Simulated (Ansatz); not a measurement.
The start is a relaxed NaF cell with every coordinate shifted by Gaussian noise of σ = 0.45 Å. The cell and all atomic positions are relaxed at zero pressure with r2SCAN (plane waves to 500 eV, PAW, scalar-relativistic; Ansatz, a first-principles code). The first steps use a coarse 9×9×9 k-mesh.

Initial structure:
```
CELL_PARAMETERS angstrom
      0.00000     2.29725     2.29725
      2.29725     0.00000     2.29725
      2.29725     2.29725     0.00000
ATOMIC_POSITIONS crystal
  F  0.12136 0.00204 0.72297
  Na 0.55450 0.63854 0.25477
```

### Question
By how much does the energy per atom fall from start to end?

### Answer
0.16 eV/atom.

### Question
Does it find its way back to the structure it was made from?

### Answer
The parent structure is recovered, Fm-3m (No. 225).

### Question
What band gap does the relaxed structure have at this level?

### Answer
7.28 eV, direct at Γ (no spin-orbit coupling).

It ends as:

Space group Fm-3m (No. 225); a = b = c = 4.5947 Å, α = β = γ = 90.00°

```
atom  site  symmetry       x       y       z
----  ----  --------  ------  ------  ------
F       4a      m-3m  0.0000  0.0000  0.0000
Na      4b      m-3m  0.5000  0.5000  0.5000
```
(The calculation used a cell of 2 atoms; values per cell refer to that cell.)

Final values are on a 12×12×12 k-mesh of the relaxed cell. No spin polarisation in the result.
